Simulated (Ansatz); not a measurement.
WO3 (ReO3 type, space group No. 221), a = b = c = 3.800 Å, α = β = γ = 90.00°.

Relaxed with PBEsol. PBEsol in the plane-wave PAW code Ansatz gives a gap of 0.59 eV.

### Question
What gap does HSE06 give on the same cell (Ansatz, PAW)?

### Answer
1.72 eV, 1.13 eV more. The hybrid was solved on a coarser mesh and at special points; its gap is the smallest among all of these.

```csv
k,v1 PBEsol,c1 PBEsol,v1 HSE06,c1 HSE06
Γ,-1.04,0.59,-1.10,1.72
R,0.00,5.55,?,?
M,-0.01,4.15,?,?
X,-1.07,0.64,?,?
```

### Question
Top valence (v1) and lowest conduction level (c1) in eV from each method's valence maximum (which need not be a listed point): supply the withheld HSE06 values.

### Answer

- M, v1 HSE06: -0.01
- M, c1 HSE06: 5.57
- R, v1 HSE06: 0.00
- R, c1 HSE06: 7.16
- X, v1 HSE06: -1.13
- X, c1 HSE06: 1.78

Cost on shared cores: the PBEsol run (SCF on a 7×7×7 mesh, then bands and DOS) around 8 core-seconds (rough), the HSE06 run (SCF on 6×6×6, then a few points) roughly 60 core-seconds; the tasks are unlike.

Space group Pm-3m (ReO3 type). The workflow started from a Materials Project entry (that database holds measured and hypothetical structures alike); the Crystallography Open Database copy checked does not list it. COD files the formula under space group No. 2, 14, 62, 129, 130, 191, so this cell is another polymorph or a model. Whether it is the stable phase at ambient conditions was not checked. The cell was relaxed with PBEsol under the symmetry of its start. At this level the phase is dynamically unstable (imaginary phonons). The run is not spin-polarised. No Hubbard U is applied. Spin–orbit coupling is left out wherever it is not named.

Potentials: the earlier of the program's two PAW sets.
